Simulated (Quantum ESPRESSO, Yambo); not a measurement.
Quasiparticle gap of Rb2KRhF6

Rb$_{2}$KRhF$_{6}$ is modelled in the cubic space group Fm-3m (No. 225), Pearson symbol cF40. Conventional cell: a = 9.0854 Å, b = 9.0854 Å, c = 9.0854 Å, α = 90.00°, β = 90.00°, γ = 90.00°. F on 24e has 1 Rh at 2.015 Å and 1 K at 2.527 Å and 4 Rb at 3.222 Å (octahedral). K on 4b is coordinated by 6 F at 2.527 Å (octahedral). Rb on 8c sees 12 F at 3.222 Å. Rh on 4a has 6 F at 2.015 Å (octahedral). (Neighbours: up to the widest gap in distance over summed covalent radii, below 1.35, at either atom; cation-cation contacts left out.)
(The calculation used a cell of 10 atoms; values per cell refer to that cell.)

The geometry is that of Materials Project entry mp-14036, symmetrised and not relaxed again.

Starting point: norm-conserving PBEsol (Quantum ESPRESSO, 88 Ry, no spin-orbit coupling). G0W0 in Yambo: 2×2×2 Γ-centred k mesh, bands 5 to 278 and a 7 Ry block in the screening, 278 bands in G with the Bruneval-Gonze terminator, plasmon pole fitted at 27.2 eV.

```json
{
  "PBEsol gap along the band path": "1.89 eV",
  "PBEsol gap between the mesh's edge points (X → X)": "1.89 eV",
  "G0W0 gap between the same points": "5.67 eV"
}
```

```tsv
k point	band	E PBEsol (eV)	E QP (eV)	shift (eV)	Z
Γ	VB	-0.11	-1.66	-1.55	0.81
Γ	CB	2.03	4.34	2.31	0.81
L	VB	-0.05	-1.59	-1.54	0.81
L	CB	2.15	4.45	2.30	0.81
X	VB	0.00	-1.54	-1.54	0.81
X	CB	1.89	4.13	2.24	0.82
```

Energies count from the PBEsol valence-band maximum.

Nearest settings tried, and what they do to the gap: 184 bands in W, 184 bands in G: -7 meV; 1 Ry block (27 vectors against 459): +1459 meV. Not varied: mesh. So the settings aren't converged at that level. The k mesh is coarse.

Spin-orbit splittings are left out.
